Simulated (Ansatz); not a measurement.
## What DFT gives for FeAgB

```yaml
crystal:
  lattice:
    - [3.57369, 0.00000, 0.00000]
    - [0.00000, 7.29032, 0.00000]
    - [0.00000, 0.00000, 3.14485]
  atoms:
    - { symbol: Fe, position: [0.00000, 0.09700, 0.50000] }
    - { symbol: Fe, position: [0.50000, 0.90300, 0.00000] }
    - { symbol: Ag, position: [0.00000, 0.30500, 0.00000] }
    - { symbol: Ag, position: [0.50000, 0.69500, 0.50000] }
    - { symbol: B, position: [0.00000, 0.91700, 0.00000] }
    - { symbol: B, position: [0.50000, 0.08300, 0.50000] }
```

The numbers come from plane-wave PAW DFT (Ansatz): m-r2SCAN, no spin polarisation, 500 eV, 9×5×11 Γ-centred k points, fermi-dirac occupations (width 0.1 eV). Nothing was relaxed.

Charges: Bader charges in e: Fe +0.03, Ag +0.01, B -0.05. In the mean Fe gives up most and B takes most.
Electronic structure: It is a metal, with about 5.3 states/eV a cell as the mean within 0.25 eV of the Fermi level, mostly Fe d (76 %).
Forces: The largest is on Fe2 (and as large on other atoms): 7.57 eV/Å, components (0.00, 7.57, 0.00). It makes 87° with the line to a nearest neighbour, B5 at 1.79 Å.
Stress: The pressure is 29.1 GPa (compression positive), so with the atoms held at these fractions the cell would first expand; the forces are large, so a full relaxation may end otherwise. The principal stresses 26.9, 29.2, 31.1 GPa differ, so its shape would change too.

Origin: a known structure type with other elements, at an estimated volume, so it need not be a known compound. Caveats: no spin polarisation, so a magnetic state may lie lower; atoms or cell far from equilibrium; m-r2SCAN is r2SCAN with a changed spin dependence that lowers moments.
